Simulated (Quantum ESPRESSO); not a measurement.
# Zn6AlS7Cl: one run as intended and one with a planted mistake

Simulated, not a measurement. The program is pw.x of Quantum ESPRESSO 7.5 (plane-wave density functional theory). The cell is made up: 15 atoms on a doubled zincblende/diamond lattice with one site empty, with randomly drawn elements, strain and displacements, not relaxed. PseudoDojo standard norm-conserving files (v0.5 for PBE, v0.4.1 for LDA and PBEsol) set the functional; there is no spin polarisation, spin-orbit coupling or dispersion term, and the masses in the input are unused placeholders.

Intended input:

```
&control calculation='scf', pseudo_dir='./dojo.nc.sr.pbe.v0_5.standard.upf', outdir='./o', disk_io='low', tprnfor=.true., tstress=.true. /
&system ibrav=0, nat=15, ntyp=4, nbnd=92, ecutwfc=84.00895049, nosym=.true., tot_charge=0,
 occupations='smearing', smearing='fd', degauss=0.0018374661
/
&electrons conv_thr=7.350e-09, electron_maxstep=60, /
ATOMIC_SPECIES
Al 1.0 Al.upf
Cl 1.0 Cl.upf
S 1.0 S.upf
Zn 1.0 Zn.upf
CELL_PARAMETERS angstrom
5.4304 0.0068 0.0383
0.0068 5.3016 -0.0742
0.0765 -0.1484 10.6541
ATOMIC_POSITIONS angstrom
Zn -0.0376 -0.057 -0.005
Zn 0.0372 2.5932 2.5886
Zn 2.6917 0.0268 2.684
Zn 2.6526 2.6286 -0.0516
Zn -0.0093 -0.0957 5.361
Al 2.7667 -0.1423 8.0099
Zn 2.7267 2.6018 5.3461
S 1.3089 1.2831 1.334
Cl 1.3836 3.9188 4.0338
S 4.0522 1.3822 4.006
S 4.1359 3.8937 1.306
S 1.3902 1.2057 6.6223
S 1.4043 3.7888 9.2822
S 4.1345 1.2092 9.3519
S 4.0974 3.8586 6.6619
K_POINTS automatic
4 4 2 1 1 1
```

The log is shortened where brackets say so; the opening notice, blank lines, dates and the lines on written files are dropped, and the path of the files is cut. It prints rydbergs, bohrs and kilobars, and counts compression as positive stress. Where no state is partly filled, the Fermi energy that it prints is only some level between the filled and the empty states on the mesh, and need not lie in the true gap.

Log of the intended run:

```
     Program PWSCF v.7.5
     Parallel version (MPI & OpenMP), running on       4 processor cores
     Number of MPI processes:                 4
     Threads/MPI process:                     1
     [start-up lines left out]
     bravais-lattice index     =            0
     lattice parameter (alat)  =      10.2622  a.u.
     unit-cell volume          =    2069.4011 (a.u.)^3
     number of atoms/cell      =           15
     number of atomic types    =            4
     number of electrons       =       172.00
     number of Kohn-Sham states=           92
     kinetic-energy cutoff     =      84.0090  Ry
     charge density cutoff     =     336.0358  Ry
     scf convergence threshold =      7.3E-09
     mixing beta               =       0.7000
     number of iterations used =            8  plain     mixing
     Exchange-correlation= PBE
                           (   1   4   3   4   0   0   0)
     [axes and pseudopotential details left out]
   Cartesian axes
     site n.     atom                  positions (alat units)
         1        Zn     tau(   1) = (  -0.0069238  -0.0104962  -0.0009207  )
         2        Zn     tau(   2) = (   0.0068501   0.4775216   0.4766746  )
         3        Zn     tau(   3) = (   0.4956598   0.0049351   0.4942419  )
         4        Zn     tau(   4) = (   0.4884598   0.4840403  -0.0095018  )
         5        Zn     tau(   5) = (  -0.0017125  -0.0176226   0.9871948  )
         6        Al     tau(   6) = (   0.5094706  -0.0262037   1.4749732  )
         7        Zn     tau(   7) = (   0.5021048   0.4791053   0.9844510  )
         8        S      tau(   8) = (   0.2410258   0.2362749   0.2456478  )
         9        Cl     tau(   9) = (   0.2547813   0.7216226   0.7427992  )
        10        S      tau(  10) = (   0.7461874   0.2545235   0.7376800  )
        11        S      tau(  11) = (   0.7616002   0.7170006   0.2404918  )
        12        S      tau(  12) = (   0.2559967   0.2220221   1.2194553  )
        13        S      tau(  13) = (   0.2585931   0.6976839   1.7092593  )
        14        S      tau(  14) = (   0.7613424   0.2226667   1.7220942  )
        15        S      tau(  15) = (   0.7545107   0.7105372   1.2267474  )
     number of k points=    16  Fermi-Dirac smearing, width (Ry)=  0.0018
                       cart. coord. in units 2pi/alat
        k(    1) = (   0.1239356   0.1296774   0.1283448), wk =   0.1250000
        k(    2) = (   0.1257380   0.1261073  -0.1265747), wk =   0.1250000
     [further k points left out]
     Dense  grid:   215215 G-vectors     FFT dimensions: (  60,  60, 120)
     Estimated max dynamical RAM per process >     597.49 MB
     Estimated total dynamical RAM >       2.18 GB
     Initial potential from superposition of free atoms
     starting charge     171.9965, renormalised to     172.0000
     Starting wfcs are   96 randomized atomic wfcs
     total cpu time spent up to now is        4.3 secs
     per-process dynamical memory:   402.9 Mb
     Self-consistent Calculation
     iteration #  1     ecut=    84.01 Ry     beta= 0.70
     Davidson diagonalization with overlap
     ethr =  1.00E-02,  avg # of iterations =  4.4
     Threshold (ethr) on eigenvalues was too large:
     Diagonalizing with lowered threshold
     Davidson diagonalization with overlap
     ethr =  6.88E-04,  avg # of iterations =  1.5
     total cpu time spent up to now is       19.7 secs
     total energy              =   -2700.28093702 Ry
     estimated scf accuracy    <       1.14156881 Ry
     iteration #  2     ecut=    84.01 Ry     beta= 0.70
     Davidson diagonalization with overlap
     ethr =  6.64E-04,  avg # of iterations =  8.6
     total cpu time spent up to now is       30.4 secs
     total energy              =   -2699.34964824 Ry
     estimated scf accuracy    <       6.53828029 Ry
     [iterations 3 to 10 left out]
     iteration # 11     ecut=    84.01 Ry     beta= 0.70
     Davidson diagonalization with overlap
     ethr =  4.88E-10,  avg # of iterations =  2.0
     total cpu time spent up to now is      107.2 secs
     total energy              =   -2700.82362405 Ry
     estimated scf accuracy    <       0.00000013 Ry
     iteration # 12     ecut=    84.01 Ry     beta= 0.70
     Davidson diagonalization with overlap
     ethr =  7.35E-11,  avg # of iterations =  3.2
     total cpu time spent up to now is      114.7 secs
     End of self-consistent calculation
     [lines on levels left out]
     the Fermi energy is     7.3900 ev
!    total energy              =   -2700.82362408 Ry
     estimated scf accuracy    <          4.9E-09 Ry
     smearing contrib. (-TS)   =      -0.00000000 Ry
     internal energy E=F+TS    =   -2700.82362408 Ry
     The total energy is F=E-TS. E is the sum of the following terms:
     one-electron contribution =   -2554.36565156 Ry
     hartree contribution      =    1310.05065530 Ry
     xc contribution           =    -325.06469966 Ry
     ewald contribution        =   -1131.44392815 Ry
     convergence has been achieved in  12 iterations
     Forces acting on atoms (cartesian axes, Ry/au):
     atom    1 type  4   force =    -0.00928494    0.00940010   -0.03184051
     atom    2 type  4   force =    -0.03401416   -0.01037001   -0.01037126
     atom    3 type  4   force =     0.03573362    0.01030763   -0.03347339
     atom    4 type  4   force =     0.00652331    0.00131682   -0.01275675
     atom    5 type  4   force =    -0.04138417    0.03908062    0.04688293
     atom    6 type  1   force =    -0.01155910    0.01845119    0.02660982
     atom    7 type  4   force =     0.01440024   -0.02530137    0.05847719
     atom    8 type  3   force =     0.02126764   -0.00891661    0.01239352
     atom    9 type  2   force =     0.00006055   -0.00232597   -0.03359986
     atom   10 type  3   force =     0.02252630   -0.03146067   -0.00937396
     atom   11 type  3   force =    -0.02872897    0.01554977    0.03215660
     atom   12 type  3   force =     0.00687399   -0.00462641    0.01244346
     atom   13 type  3   force =     0.01184062    0.01413053   -0.02653869
     atom   14 type  3   force =    -0.00489345   -0.02483707   -0.02288822
     atom   15 type  3   force =     0.01063851   -0.00039854   -0.00812089
     Total force =     0.155808     Total SCF correction =     0.000331
     Computing stress (Cartesian axis) and pressure
          total   stress  (Ry/bohr**3)                   (kbar)     P=       27.75
   0.00017993  -0.00005778  -0.00008335           26.47       -8.50      -12.26
  -0.00005778   0.00022170   0.00011374           -8.50       32.61       16.73
  -0.00008335   0.00011374   0.00016432          -12.26       16.73       24.17
     init_run     :      4.05s CPU      4.22s WALL (       1 calls)
     electrons    :    108.43s CPU    110.43s WALL (       1 calls)
     forces       :      2.05s CPU      2.09s WALL (       1 calls)
     stress       :      6.21s CPU      6.33s WALL (       1 calls)
     [timing details left out]
     PWSCF        :   2m 0.85s CPU   2m 3.24s WALL
     JOB DONE.
```

A second run has one planted mistake: the files are those of another functional. The input lines that differ, file-writing options aside:

```
- &control calculation='scf', pseudo_dir='./dojo.nc.sr.pbe.v0_5.standard.upf', outdir='./o', disk_io='low', tprnfor=.true., tstress=.true. /
+ &control calculation='scf', pseudo_dir='./dojo.nc.sr.pbesol.v0_4_1.standard.upf', outdir='./o', disk_io='low', tprnfor=.true., tstress=.true. /
```

Its log:

```
     Program PWSCF v.7.5
     Parallel version (MPI & OpenMP), running on       4 processor cores
     Number of MPI processes:                 4
     Threads/MPI process:                     1
     [start-up lines left out]
     bravais-lattice index     =            0
     lattice parameter (alat)  =      10.2622  a.u.
     unit-cell volume          =    2069.4011 (a.u.)^3
     number of atoms/cell      =           15
     number of atomic types    =            4
     number of electrons       =       172.00
     number of Kohn-Sham states=           92
     kinetic-energy cutoff     =      84.0090  Ry
     charge density cutoff     =     336.0358  Ry
     scf convergence threshold =      7.3E-09
     mixing beta               =       0.7000
     number of iterations used =            8  plain     mixing
     Exchange-correlation= PBESOL
                           (   1   4  10   8   0   0   0)
     [axes and pseudopotential details left out]
   Cartesian axes
     site n.     atom                  positions (alat units)
         1        Zn     tau(   1) = (  -0.0069238  -0.0104962  -0.0009207  )
         2        Zn     tau(   2) = (   0.0068501   0.4775216   0.4766746  )
         3        Zn     tau(   3) = (   0.4956598   0.0049351   0.4942419  )
         4        Zn     tau(   4) = (   0.4884598   0.4840403  -0.0095018  )
         5        Zn     tau(   5) = (  -0.0017125  -0.0176226   0.9871948  )
         6        Al     tau(   6) = (   0.5094706  -0.0262037   1.4749732  )
         7        Zn     tau(   7) = (   0.5021048   0.4791053   0.9844510  )
         8        S      tau(   8) = (   0.2410258   0.2362749   0.2456478  )
         9        Cl     tau(   9) = (   0.2547813   0.7216226   0.7427992  )
        10        S      tau(  10) = (   0.7461874   0.2545235   0.7376800  )
        11        S      tau(  11) = (   0.7616002   0.7170006   0.2404918  )
        12        S      tau(  12) = (   0.2559967   0.2220221   1.2194553  )
        13        S      tau(  13) = (   0.2585931   0.6976839   1.7092593  )
        14        S      tau(  14) = (   0.7613424   0.2226667   1.7220942  )
        15        S      tau(  15) = (   0.7545107   0.7105372   1.2267474  )
     number of k points=    16  Fermi-Dirac smearing, width (Ry)=  0.0018
                       cart. coord. in units 2pi/alat
        k(    1) = (   0.1239356   0.1296774   0.1283448), wk =   0.1250000
        k(    2) = (   0.1257380   0.1261073  -0.1265747), wk =   0.1250000
     [further k points left out]
     Dense  grid:   215215 G-vectors     FFT dimensions: (  60,  60, 120)
     Estimated max dynamical RAM per process >     597.49 MB
     Estimated total dynamical RAM >       2.18 GB
     Initial potential from superposition of free atoms
     starting charge     171.9967, renormalised to     172.0000
     Starting wfcs are   96 randomized atomic wfcs
     total cpu time spent up to now is        4.2 secs
     per-process dynamical memory:   402.9 Mb
     Self-consistent Calculation
     iteration #  1     ecut=    84.01 Ry     beta= 0.70
     Davidson diagonalization with overlap
     ethr =  1.00E-02,  avg # of iterations =  4.6
     Threshold (ethr) on eigenvalues was too large:
     Diagonalizing with lowered threshold
     Davidson diagonalization with overlap
     ethr =  6.51E-04,  avg # of iterations =  1.6
     total cpu time spent up to now is       19.0 secs
     total energy              =   -2698.90378983 Ry
     estimated scf accuracy    <       1.08025590 Ry
     iteration #  2     ecut=    84.01 Ry     beta= 0.70
     Davidson diagonalization with overlap
     ethr =  6.28E-04,  avg # of iterations =  8.3
     total cpu time spent up to now is       29.2 secs
     total energy              =   -2697.94667721 Ry
     estimated scf accuracy    <       6.84515919 Ry
     [iterations 3 to 10 left out]
     iteration # 11     ecut=    84.01 Ry     beta= 0.70
     Davidson diagonalization with overlap
     ethr =  6.64E-10,  avg # of iterations =  2.0
     total cpu time spent up to now is      101.1 secs
     total energy              =   -2699.42857094 Ry
     estimated scf accuracy    <       0.00000020 Ry
     iteration # 12     ecut=    84.01 Ry     beta= 0.70
     Davidson diagonalization with overlap
     ethr =  1.17E-10,  avg # of iterations =  3.0
     total cpu time spent up to now is      108.1 secs
     End of self-consistent calculation
     [lines on levels left out]
     the Fermi energy is     7.1958 ev
!    total energy              =   -2699.42857098 Ry
     estimated scf accuracy    <          5.6E-09 Ry
     smearing contrib. (-TS)   =      -0.00000000 Ry
     internal energy E=F+TS    =   -2699.42857098 Ry
     The total energy is F=E-TS. E is the sum of the following terms:
     one-electron contribution =   -2554.29776736 Ry
     hartree contribution      =    1308.56293384 Ry
     xc contribution           =    -322.24980932 Ry
     ewald contribution        =   -1131.44392815 Ry
     convergence has been achieved in  12 iterations
     Forces acting on atoms (cartesian axes, Ry/au):
     atom    1 type  4   force =    -0.00871531    0.00886492   -0.03021180
     atom    2 type  4   force =    -0.03339900   -0.01070848   -0.01077181
     atom    3 type  4   force =     0.03489709    0.01060647   -0.03261301
     atom    4 type  4   force =     0.00685883    0.00090838   -0.01249359
     atom    5 type  4   force =    -0.03901456    0.03757403    0.04567561
     atom    6 type  1   force =    -0.01145803    0.01836671    0.02610775
     atom    7 type  4   force =     0.01461092   -0.02476304    0.05620578
     atom    8 type  3   force =     0.02015433   -0.00805415    0.01243050
     atom    9 type  2   force =    -0.00043251   -0.00224807   -0.03211518
     atom   10 type  3   force =     0.02119210   -0.03011659   -0.00918889
     atom   11 type  3   force =    -0.02735614    0.01519117    0.03086198
     atom   12 type  3   force =     0.00664446   -0.00463345    0.00637875
     atom   13 type  3   force =     0.01166645    0.01372631   -0.01960243
     atom   14 type  3   force =    -0.00559086   -0.02409531   -0.01646527
     atom   15 type  3   force =     0.00994223   -0.00061890   -0.01419839
     Total force =     0.148999     Total SCF correction =     0.000263
     Computing stress (Cartesian axis) and pressure
          total   stress  (Ry/bohr**3)                   (kbar)     P=       -4.73
  -0.00004379  -0.00005458  -0.00008105           -6.44       -8.03      -11.92
  -0.00005458   0.00000180   0.00011105           -8.03        0.27       16.34
  -0.00008105   0.00011105  -0.00005455          -11.92       16.34       -8.02
     init_run     :      3.97s CPU      4.13s WALL (       1 calls)
     electrons    :    101.89s CPU    103.93s WALL (       1 calls)
     forces       :      1.92s CPU      1.97s WALL (       1 calls)
     stress       :      5.87s CPU      6.01s WALL (       1 calls)
     [timing details left out]
     PWSCF        :   1m53.78s CPU   1m56.24s WALL
     JOB DONE.
```

|  | intended run | run with the mistake |
| --- | --- | --- |
| free energy (eV) | -36746.577 | -36727.597 |
| smearing term -TS (eV) | 0.0000 | 0.0000 |
| pressure (GPa) | 2.78 | -0.47 |
| largest force component (eV/Å) | 1.504 | 1.445 |
| largest change of a force component (eV/Å) |  | 0.178 |
| iterations | 12 | 12 |

For scale, a rerun of the intended cell at a cutoff of 1437 eV and k mesh 6 x 6 x 4 moved values by no more than 0.003 eV in energy, 0.02 GPa in stress and 0.002 eV/Å in force. Files of another functional have another zero of energy, so the energy change says nothing on stability.